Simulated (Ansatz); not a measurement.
Ge (diamond, Fd-3m), r²SCAN in the plane-wave PAW code Ansatz. The conduction-band minimum lies at Γ, with 1 equivalent valley. Second derivatives d²E/dk² of the lowest band at one valley (eV·Å²), along Cartesian directions:

```
direction  d²E/dk²
---------  -------
[100]        442.9
[010]        442.9
[001]        442.9
[110]        442.3
[101]        442.3
[011]        442.3
```

Q: Find the principal effective masses, the density-of-states mass and the conductivity mass.

A: Off-diagonal terms follow from H_xy = H[110] − (H_xx + H_yy)/2, and m*/mₑ = 7.620 eV·Å² over each eigenvalue: 0.017, 0.017, 0.017. One valley's DOS mass (m₁m₂m₃)^(1/3) = 0.017, conductivity mass 3/(Σ 1/mᵢ) = 0.017 mₑ.

Q: What effective density of states Nc follows at 300 K for parabolic valleys?

A: Nc = 2.509e19 × 1 × (0.017)^(3/2) ≈ 5.6e16 cm⁻³.

Symmetry was held in the r²SCAN relaxation; phonons on a q-mesh show no instability. Spin–orbit coupling is left out wherever it is not named.

Potentials: the earlier of the program's two PAW sets.

Edges and masses are those of Kohn–Sham bands, whose gap is no quasiparticle gap.
